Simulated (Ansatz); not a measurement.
HfO₂:
```yaml
crystal:
  lattice:
    - [0.00000, 2.52923, 2.52923]
    - [2.52923, 0.00000, 2.52923]
    - [2.52923, 2.52923, 0.00000]
  atoms:
    - { symbol: Hf, position: [0.00000, 0.00000, 0.00000] }
    - { symbol: O, position: [0.25000, 0.25000, 0.25000] }
    - { symbol: O, position: [0.75000, 0.75000, 0.75000] }
```

DFT-r²SCAN in the program Ansatz with PAW potentials gives a gap of 4.30 eV without spin–orbit coupling, maximum at X, minimum at X.

Question: What happens when spin–orbit coupling is switched on?

Answer: The gap goes up by 0.01 eV, to 4.31 eV; maximum at X, minimum at X.

Question: Give the electron effective mass with spin–orbit coupling.

Answer: 0.77, 0.77, 1.2 mₑ (principal values).

Question: Give the hole effective mass with spin–orbit coupling.

Answer: 0.28, 2.9, 2.9 mₑ (principal values).

Space group Fm-3m (fluorite). This is a known high-temperature phase of the composition, computed here at zero pressure and temperature. The cell was relaxed with r²SCAN under the symmetry of its start; its stability against distortions is not shown here. No spin polarisation was allowed.

Potentials: the later of the program's two PAW sets.
